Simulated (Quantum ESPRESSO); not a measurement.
Parts of the isotropic shielding in AgCl, by GIPAW with PBE in a modified build of Quantum ESPRESSO, on JTH PAW datasets, 25 Ha, k-mesh 8×8×8 shifted:

```xyz
2
Lattice="0.0000 2.7727 2.7727 2.7727 0.0000 2.7727 2.7727 2.7727 0.0000" Properties=species:S:1:pos:R:3 pbc="T T T"
Ag     0.0000     0.0000     0.0000
Cl     2.7727     2.7727     2.7727
```
The cell comes from the Materials Project (a computed structure). It is AgCl in Fm-3m. Stability against distortions was not tested. The run has no spin polarisation.

The core term is that of the free atom's frozen core; the paramagnetic column sums the reconstruction terms. Shieldings are absolute and leave out the bulk-susceptibility term; a larger σ means a smaller chemical shift. By our sweeps, such settings leave a few ppm in absolute σ on light atoms and up to some 20 ppm from Zn on. Spin–orbit coupling is left out; its weight grows with the heaviest atom, Ag here. No d partial waves on Cl: the paramagnetic term there is incompletely reconstructed. The band gap at this level is small, which makes the paramagnetic part of σ large and sensitive to the functional. The structure is static (0 K, no zero-point motion).

| site | core | bare (smooth current) | diamagnetic correction | paramagnetic corrections | σ_iso (ppm) |
|---|---|---|---|---|---|
| Ag (atom 1) | 4673.9 | 34.3 | 111.3 | … | … |
| Cl (atom 2) | 1050.8 | 72.9 | -12.4 | … | … |

Task: Some entries are withheld; supply them.

Result: 
- Ag (atom 1), paramagnetic corrections: -1440.2
- Ag (atom 1), σ_iso (ppm): 3379.1
- Cl (atom 2), paramagnetic corrections: -217.3
- Cl (atom 2), σ_iso (ppm): 893.9
